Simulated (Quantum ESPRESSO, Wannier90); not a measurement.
HgTe (zinc blende): Wannier90 run

```
begin unit_cell_cart
ang
    0.0000000000    3.2899850000    3.2899850000
    3.2899850000    0.0000000000    3.2899850000
    3.2899850000    3.2899850000    0.0000000000
end unit_cell_cart
begin atoms_frac
Hg   0.0000000000  0.0000000000  0.0000000000
Te  -0.2500000000 -0.2500000000 -0.2500000000
end atoms_frac
```

Structure: Materials Project mp-2730, symmetrised, not relaxed again. COD (Crystallography Open Database) has the formula in 2 space groups, this one among them (matched by group alone). Computed values, not measurements, from PBEsol: Quantum ESPRESSO (norm-conserving PseudoDojo potentials, cutoff 66 Ry, no spin polarisation, no spin-orbit coupling) on a Γ-centred 8×8×8 mesh, then Wannier90. Density: 8×8×8 mesh, Gaussian smearing 0.01 Ry. Spin-orbit coupling is left out although heavy elements are present.

A tight-binding model is made by disentanglement and projection with no localisation steps (num_iter = 0), so the 8 orbitals stay atom-like: hydrogen-like Hg: s;p; Te: s;p, axes along x, y, z; frozen window up to 1.50 eV relative to the Fermi level. It follows pw.x to 2.2 meV rms for states up to 1.0 eV relative to the Fermi level. Matrix elements depend on this choice of orbitals and windows. Bands 11–15 (Hg 5d 93 %, Te 5p 4 %) lie between the kept ones and are excluded.

Q: What are the on-site energies relative to the Fermi level, and how fast do the hoppings decay?

A: 
| atom | orbitals | energy (eV) |
|---|---|---|
| Hg1 | s | -2.40 |
| Hg1 | pz px py | 4.33 |
| Te2 | s | -9.63 |
| Te2 | pz px py | 0.34 |

| distance of the centres (Å) | largest modulus (eV) |
|---|---|
| 2–3 | 1.1 |
| 4–5 | 0.30 |
| 5–6 | 0.025 |
| 6–7 | 0.013 |
| 7–8 | 0.046 |
| 8–9 | 0.014 |
| 9–10 | 0.011 |
| 10–11 | 0.0074 |
| 11–12 | 0.0036 |
| 12–13 | 0.0040 |
